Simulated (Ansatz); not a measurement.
This is a single-point calculation with Ansatz on Si3Ge3N8 on the sites of β-Si3N4 (relaxed group Pm); the level of theory is PBE0. The geometry is the r2SCAN minimum.

input.yaml:
```yaml
crystal:
  lattice:
    - [7.8362913329, 0.0, 0.0149369467]
    - [0.0, 2.9924982283, 0.0]
    - [-3.9052126996, 0.0, 6.7621360197]
  atoms:
    - { symbol: Si, position: [0.5975010273, 0.5, 0.8272744092] }
    - { symbol: Si, position: [0.8223857321, 0.0, 0.229159131] }
    - { symbol: Si, position: [0.7649040643, 0.0, 0.5943629189] }
    - { symbol: Ge, position: [0.2280508876, 0.5, 0.4044053906] }
    - { symbol: Ge, position: [0.1698646462, 0.5, 0.7652074537] }
    - { symbol: Ge, position: [0.4135750692, 0.0, 0.1759838688] }
    - { symbol: "N", position: [0.3430117398, 0.5, 0.6730826269] }
    - { symbol: "N", position: [0.6785707843, 0.0, 0.3417842442] }
    - { symbol: "N", position: [0.6976291967, 0.5, 0.668360985] }
    - { symbol: "N", position: [0.6722934286, 0.0, 0.9692930239] }
    - { symbol: "N", position: [0.0183161112, 0.0, 0.6992434512] }
    - { symbol: "N", position: [0.9576315409, 0.5, 0.295385144] }
    - { symbol: "N", position: [0.2982476888, 0.0, 0.3272633251] }
    - { symbol: "N", position: [0.3380180831, 0.5, 0.0291940275] }
kpoints:
  mp_grid: { grid: [2, 6, 2] }
  band_path:
    path:
      - [0.0, 0.0, 0.0]
      - [0.0, 0.5, 0.0]
      - [0.5, 0.5, 0.0]
      - [0.5, 0.0, 0.0]
      - [0.0, 0.0, 0.5]
      - [0.0, 0.5, 0.5]
      - [-0.5, 0.5, 0.5]
      - [-0.5, 0.0, 0.5]
      - [0.0, 0.151042, 0.0]
    npoints: 1
hamiltonian:
  xc: pbe0
scf:
  occupations: { method: fixed }
  n_extra_bands: 7
output:
  forces: true
  stress: true
  eigenvalues: true
```

Question: What wall time did it need on 1 × NVIDIA H100 80GB HBM3 with 2 threads of AMD EPYC 7R13 Processor (Zen 3), with other jobs on the host, and what peak of host memory did it reach?

Answer: About 2.4 min, with a peak of 2.4 GiB.

Question: What will the output look like, and what does it show?

Answer: The output, standing remarks left out:
```
scf.n_extra_bands = 7 over 47 filled bands (N_el = 94.0): the run solves 54 bands
Functional definition: PBE0
Crystal: 14 atoms, lattice volume = 158.747 Å³
Basis set: ecut = 420 eV, 3033 PW (Γ)
Symmetry: 2 space group operations
Space group: Pm (ITA 6)
k-points: 16 of 24
[warm-up without exact exchange]
SCF 1 stopped early in 3 iterations: F = -17871.376333 eV  dr2 = 4.14e-4
[exact exchange on]
Exchange kernel: α = 0.2500, full range, Wigner–Seitz truncation, v(0) = 8361.7597 eV·Å³, q-mesh 2×6×2
SCF 2 stopped early in 8 iterations: F = -17876.797082 eV  dr2 = 4.75e-6
hybrid outer 1: dexx = +5.369e-2 eV, tail = 1.78e-4 eV
SCF 3 converged in 5 iterations: F = -17876.796988 eV  dr2 = 4.27e-9
hybrid outer 2: dexx = +1.916e-6 eV, tail = 6.85e-8 eV, Δε = 1.86e-3 eV, ΔF = 3.48e-3 eV/Å
hybrid SCF converged: 2 outer / 13 inner (+3 warm-up)
Free energy (F): -17876.796989 eV
Fermi energy:    7.311266 eV
--- Forces (eV/Å), atoms counted from 1 ---
  atom   1  Si    -0.02510      0.00000    -0.01107
  atom   2  Si    -0.03716      0.00000      0.02123
  atom   3  Si      0.01112      0.00000    -0.01018
  atom   4  Ge      0.03790      0.00000      0.01737
  atom   5  Ge    -0.01684      0.00000    -0.00525
  atom   6  Ge      0.02376      0.00000    -0.00342
  atom   7  N     -0.02920      0.00000    -0.02670
  atom   8  N     -0.02489      0.00000    -0.02297
  atom   9  N       0.01654      0.00000      0.00141
  atom  10  N       0.00920      0.00000    -0.01395
  atom  11  N       0.06165      0.00000      0.02226
  atom  12  N       0.02651      0.00000    -0.00994
  atom  13  N     -0.03729      0.00000      0.01005
  atom  14  N     -0.01626      0.00000      0.03110
--- Stress (GPa, compression-positive) ---
       -0.819757       0.000000      -0.025485
        0.000000      -0.725394       0.000000
       -0.025484       0.000000      -0.757496
  P = ⅓ Tr σ = -0.7675 GPa (-7.675 kbar)
--- Band table (eV; the first three rows and the last of 16) ---
  k-point 0: bands = […, 5.9743, 6.4407, 6.5448, 6.8762, 6.9625, 7.2469, 12.9735, 13.5893, 13.8425, 14.0344, …]
  k-point 1: bands = […, 5.3930, 6.0127, 6.0628, 6.6513, 7.0782, 7.2124, 13.5590, 13.9732, 14.0788, 14.1088, …]
  k-point 2: bands = […, 5.9036, 5.9631, 6.2806, 6.3983, 6.4627, 7.3113, 14.0411, 14.7765, 15.0942, 15.3691, …]
  k-point 15: bands = […, 5.4935, 5.5012, 5.9458, 6.0281, 6.2800, 6.4036, 13.7710, 14.1034, 14.8381, 15.2195, …]
```
Iteration counts and the last digits belong to this one run.

The rows of the band table are 0: (0, 0, 0) = Γ, 1: (0, 0, -1/2) = A, 2: (0, 1/6, 0), 15: (-1/2, -1/2, -1/2) = C₂.

Levels at the listed points, from bands.tsv (eV from the Fermi energy, bands near the gap, counted from 0):
```tsv
# k_distance	band_42	band_43	band_44	band_45	band_46	band_47	band_48	band_49	band_50
# fermi_ev = 7.311266
# [0, 0, 0] at k_distance = 0.000000
# [0, 0.5, 0] at k_distance = 1.049823
# [0.5, 0.5, 0] at k_distance = 1.512269
# [0.5, 0, 0] at k_distance = 2.562092
# [0, 0, 0.5] at k_distance = 3.026071
# [0, 0.5, 0.5] at k_distance = 4.075894
# [-0.5, 0.5, 0.5] at k_distance = 4.538340
# [-0.5, 0, 0.5] at k_distance = 5.588162
# [0, 0.151042, 0] at k_distance = 6.150169
# levels_relative_to = fermi_ev
0.000	-0.871	-0.766	-0.435	-0.349	-0.064	5.662	6.278	6.531	6.723
1.050	-1.575	-1.441	-1.419	-1.292	-1.221	6.601	6.691	6.828	6.949
1.512	-1.745	-1.455	-1.289	-0.975	-0.972	6.599	6.714	7.481	7.927
2.562	-1.386	-1.321	-0.532	-0.235	-0.101	6.166	6.593	6.896	6.923
3.026	-1.299	-1.248	-0.660	-0.233	-0.099	6.248	6.662	6.768	6.798
4.076	-1.741	-1.441	-1.259	-1.052	-0.936	6.523	6.740	7.587	8.037
4.538	-1.810	-1.365	-1.283	-1.031	-0.908	6.460	6.792	7.527	7.908
5.588	-1.331	-1.274	-0.622	-0.265	-0.079	6.197	6.564	6.776	6.962
6.150	-1.231	-0.951	-0.888	-0.824	0.002	6.590	7.368	7.667	7.816
```
In order the rows are Γ, Z, D, B, A, E, C₂, Y₂, Γ–Z (0.30).

PBE0 gives an indirect gap of 5.66 eV, from Γ–Z (0.30 of the way from Γ) to Γ; the least direct gap is 5.73 eV at Γ. Edges are sought over the mesh and the listed points. The mean pressure at these positions is -0.8 GPa, compression counted positive. (The program warns that its thresholds are loose for a hybrid's stress.) The largest force is 0.07 eV/Å.

No spin polarisation and no zero-point or thermal motion; the cell was built from a prototype and may be hypothetical.

The runs are scalar-relativistic, without spin-orbit coupling.

The meshes of the hybrids are coarse, so their gaps aren't converged to the digits shown.
